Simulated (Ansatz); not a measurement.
Ga in space group Cmcm (No. 63; Ga on 8g) under volume change, DFT-PBEsol in the program Ansatz with PAW potentials, shape and atoms relaxed at each volume.

| V (Å³/atom) | E − E(relaxed) (meV/atom) | P (GPa) |
|---|---|---|
| 18.082 | 31.0 | 6.05 |
| 18.678 | [?] | [?] |
| 19.274 | 3.0 | 1.69 |
| 19.870 | 0.0 | 0.01 |
| 20.466 | 2.7 | -1.41 |
| 21.062 | [?] | [?] |
| 21.658 | 21.7 | -3.55 |

Question: What belongs in the gaps?

Answer: 
- 18.678, E − E(relaxed) (meV/atom): 13.0
- 18.678, P (GPa): 3.70
- 21.062, E − E(relaxed) (meV/atom): 10.2
- 21.062, P (GPa): -2.58

Question: What does a third-order Birch–Murnaghan fit give for V₀, B₀ and B′?

Answer: V₀ = 19.87 Å³/atom, B₀ = 51.0 GPa, B′ = 4.9.

The workflow started from a Materials Project entry (that database holds measured and hypothetical structures alike); the Crystallography Open Database files this formula in space group No. 63, but the cells were not matched. It is not the phase usual at ambient conditions (space group No. 64). The PBEsol relaxation kept the symmetry of its start; of distortions, only those at the zone centre were tested. Spin–orbit coupling is left out wherever it is not named.

Potentials: the earlier of the program's two PAW sets.
